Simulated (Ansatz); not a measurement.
HfO2:
Space group Fm-3m (No. 225); a = b = c = 5.0976 Å, α = β = γ = 90.00°

```csv
atom,site,symmetry,x,y,z
Hf,4a,m-3m,0.0000,0.0000,0.0000
O,8c,-43m,0.2500,0.2500,0.2500
```
(The calculation used a cell of 3 atoms; values per cell refer to that cell.)

Relaxed with PBE.

Problem. Give the optical modes at the zone centre with their infrared and Raman activity from DFPT, PBE (plane waves, PAW; program Ansatz).

Solution. Transverse frequencies, without the LO–TO term; a row sums one degenerate level.

```
ω (cm⁻¹)  degeneracy  IR ((D/Å)²/amu)  Raman (Å⁴/amu)  activity  symmetry
--------  ----------  ---------------  --------------  --------  --------
216                3            78.37               0        IR       T1u
563                3             0.00              51     Raman       T2g
```

Problem. How high does the top mode go among those that the LO–TO term moves?

Solution. 603 cm⁻¹ for q along x.

This is a known high-temperature phase of the composition, computed here at zero pressure and temperature. The cell was relaxed with PBE under the symmetry of its start. At this level the phase is dynamically unstable (imaginary phonons). The run is not spin-polarised. Spin–orbit coupling is left out wherever it is not named.

Potentials: the later of the program's two PAW sets.
